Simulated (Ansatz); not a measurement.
# Two states of Eu

```
CELL_PARAMETERS angstrom
2.30746 3.99664 0.00000
-2.30746 3.99664 0.00000
-2.30746 1.33221 4.01071
ATOMIC_POSITIONS crystal
Eu 0.23401 0.53198 0.70203
Eu 0.76599 0.46802 0.29797
```

Method: r2SCAN; PAW, plane waves to 500 eV, 7×7×7 Γ-centred mesh, fermi-dirac occupations (width 0.1148 eV) (Ansatz 0.2.0), atoms fixed.

State A: Eu1 up, Eu2 down (collinear spin). State B: no moments (no spin polarisation).

**Question.** Compare the two self-consistent states.

**Answer.** State A is lower by 7579.7 meV an atom at zero smearing; in free energy at this smearing B lies +7501.1 meV an atom from A.

| state | free energy (meV/atom) | largest moment in a small sphere (μB) | net moment (μB/cell) | gap on mesh (eV) | pressure (GPa) | largest force (eV/Å) |
| --- | --- | --- | --- | --- | --- | --- |
| A | 0.0 | 6.84 | 0.00 | 0.20 | 1.4 | 0.51 |
| B | 7501.1 | 0.00 | 0.00 | metal | -2.5 | 0.33 |

Origin: a known structure type with other elements, at an estimated volume, so it need not be a known compound. Caveats: the gap is not wide against the smearing; f shells without a U or exact exchange are poorly placed; open f shell without moments.
